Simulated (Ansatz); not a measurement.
A geometry of Bi away from equilibrium: the start of the relaxation of a generated cell, Bi built in the AFLOW prototype A_cI16_220_c (as in Li). Calculation: r2SCAN (plane waves to 500 eV, PAW, scalar-relativistic; Ansatz, a first-principles code). Γ-centred k-mesh 6×6×6 on the run's cell (coarser than for final values), Fermi–Dirac smearing 0.05 eV.

```xyz
8
Lattice="-4.0571 4.0571 4.0571 4.0571 -4.0571 4.0571 4.0571 4.0571 -4.0571" Properties=species:S:1:pos:R:3:forces:R:3 pbc="T T T" free_energy=-99286.785 pressure_GPa=-1.3
Bi     1.6310     1.6310     1.6310   -0.1158   -0.1158   -0.1158
Bi    -1.6310     2.4261     1.6310    0.1158    0.1158   -0.1158
Bi     2.4261     1.6310    -1.6310    0.1158   -0.1158    0.1158
Bi     1.6310    -1.6310     2.4261   -0.1158    0.1158    0.1158
Bi     3.6595     3.6595     3.6595   -0.1158   -0.1158   -0.1158
Bi     0.3976     4.4547    -0.3976    0.1158    0.1158   -0.1158
Bi     4.4547    -0.3976     0.3976    0.1158   -0.1158    0.1158
Bi    -0.3976     0.3976     4.4547   -0.1158    0.1158    0.1158
```

Positions in Å, forces in eV/Å, free energy of the cell in eV (comparable only within this code, potentials and settings). Largest force: 0.20 eV/Å, on Bi1, Bi2, Bi3, Bi4, Bi5, Bi6, Bi7, Bi8 (atoms numbered as listed); the geometry lies 0.04 eV/atom above the end of its relaxation.

No spin polarisation in the result.

The run could not lose the symmetry of its start, so the end can be a saddle point.

The end of the path is a generated cell of Bi: the first start was made by placing the elements on the sites of a structure type, and the end was not matched to a known phase here, so it may be hypothetical. Known forms of Bi include space group No. 166.
